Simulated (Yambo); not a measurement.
One stored BSE kernel of dimension 648 for KBr (rock salt, space group Fm-3m, No. 225) (Yambo, LDA bands; 6×6×6 mesh, 3 valence and 1 conduction bands, static screening with 32 bands and a 4 Ry block, scissor 2.81 eV, Tamm-Dancoff; broadening 0.15 eV; field along x), solved in several ways.

```tsv
solver	iterations	largest change of Im ε (% of its maximum)	rough time
Haydock, threshold 2 %	6	71	within a factor of two
Haydock, threshold 0.5 %	7	27	within a factor of two
Haydock, threshold 0.1 %	9	5.7	within a factor of two
Haydock, threshold 0.005 %	19	0.2	1
SLEPc, lowest 10 states	–	no full spectrum	within a factor of two
SLEPc, lowest 60 states	–	no full spectrum	within a factor of two
full diagonalisation	–	reference	within a factor of two
```

Haydock gives the spectrum without eigenstates, SLEPc the lowest states alone, full diagonalisation everything at a cost that grows as the cube of the dimension. Times include reading the kernel. Times are rough ratios from shared machines. Mesh and scissor weren't tested; the rows compare only with each other.

Spin-orbit coupling is not included.

Geometry relaxed with LDA; primitive cell a = b = c = 4.5048 Å, α = β = γ = 60.00°.
